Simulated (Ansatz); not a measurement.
Relaxed-ion elastic tensor of As (bcc (W type), Im-3m) in GPa (Voigt order), plane-wave PAW r²SCAN (Ansatz code); density 6.60 g/cm³, 18.85 Å³ per atom.

```
 128  62.9  62.9   0.0   0.0   0.0
62.9   128  62.9   0.0   0.0   0.0
62.9  62.9   128   0.0   0.0   0.0
 0.0   0.0   0.0  12.3   0.0   0.0
 0.0   0.0   0.0   0.0  12.3   0.0
 0.0   0.0   0.0   0.0   0.0  12.3
```

Is the crystal mechanically stable?

Yes: the smallest eigenvalue of C is 12.3 GPa.

Work out the Voigt, Reuss and Hill averages.

K_V = 84.6, K_R = 84.6, K_H = 84.6; G_V = 20.4, G_R = 16.3, G_H = 18.4 GPa.

Give Young's modulus, Poisson's ratio, Pugh's ratio and the universal anisotropy index.

E = 9KG/(3K + G) = 51.4 GPa; ν = 0.40; K/G = 4.61 (ductile by the Pugh limit of 1.75); A_U = 5G_V/G_R + K_V/K_R − 6 = 1.23.

Estimate the sound speeds and the Debye temperature.

v_l = √((K + 4G/3)/ρ) = 4060 m/s, v_t = √(G/ρ) = 1670 m/s, mean 1890 m/s; Θ = (h/k)(3n/4πV)^(1/3) v_m = 211 K.

Give the Zener ratio and Young's modulus along [100], [110] and [111].

A = 2C44/(C11 − C12) = 0.38; 1/E = S11 − 2(S11 − S12 − S44/2)Γ with Γ = 0, 1/4, 1/3 gives 86.5, 41.2, 35.1 GPa.

Solve the Christoffel equation for the three sound speeds along [100], [110], [111].

Eigenvalues of C_ijkl n_j n_l equal ρv². In km/s, slowest first: [100] 1.36, 1.36, 4.40; [110] 1.36, 2.22, 4.04; [111] 1.98, 1.98, 3.91.

A made-up cell: these elements were put on the sites of a structure type; neither database checked (COD, Materials Project) lists it. It is not the phase usual at ambient conditions (space group No. 166). Symmetry was held in the r²SCAN relaxation; its stability against distortions is not shown here. As this level gives no gap, shear constants depend on the k-mesh and smearing (Fermi–Dirac, 0.1 eV here).

Potentials: the earlier of the program's two PAW sets.
